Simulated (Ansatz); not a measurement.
InMo$_{3}$C:
```
CELL_PARAMETERS angstrom
      4.19847     0.00000     0.00000
      0.00000     4.19847     0.00000
      0.00000     0.00000     4.19847
ATOMIC_POSITIONS crystal
  In 0.00000 0.00000 0.00000
  Mo 0.00000 0.50000 0.50000
  Mo 0.50000 0.00000 0.50000
  Mo 0.50000 0.50000 0.00000
  C  0.50000 0.50000 0.50000
```

Relaxed with r²SCAN. Special points in fractions of this cell's reciprocal vectors: Γ (0.000, 0.000, 0.000); X (0.000, 0.500, 0.000); M (0.500, 0.500, 0.000); R (0.500, 0.500, 0.500).

Q: List the band energies nearest the Fermi level at these points for plane-wave PAW r²SCAN with spin–orbit coupling (Ansatz code).

A: In eV from the Fermi level; about four levels below and three above (degenerate sets whole), none deeper than 8.9 eV; points with the same levels are listed once.

```tsv
k	below	above
Γ	-2.32 -2.32 -2.32 -2.32 -2.16 -2.16	0.45 0.45 0.45 0.45
X	-0.87 -0.87 -0.23 -0.23	0.25 0.25 0.35 0.35
M	-1.25 -1.25 -0.05 -0.05	0.47 0.47 0.92 0.92
R	-1.08 -1.08 -1.08 -1.08	1.18 1.18 1.18 1.18
```

Space group Pm-3m (anti-perovskite). The start of the workflow was typed in or built on a structure type; neither database checked (COD, Materials Project) lists it. Its standing as an ambient phase is unchecked. The r²SCAN relaxation kept the symmetry of its start; whether a distortion lowers the energy is not shown. The run is not spin-polarised. Its formation energy is positive at this level, so the cell may be metastable or incomplete.

Potentials: the earlier of the program's two PAW sets. The files were generated under PBE; for other functionals the program regenerates the frozen cores, and for LDA and PBEsol the local potential too.
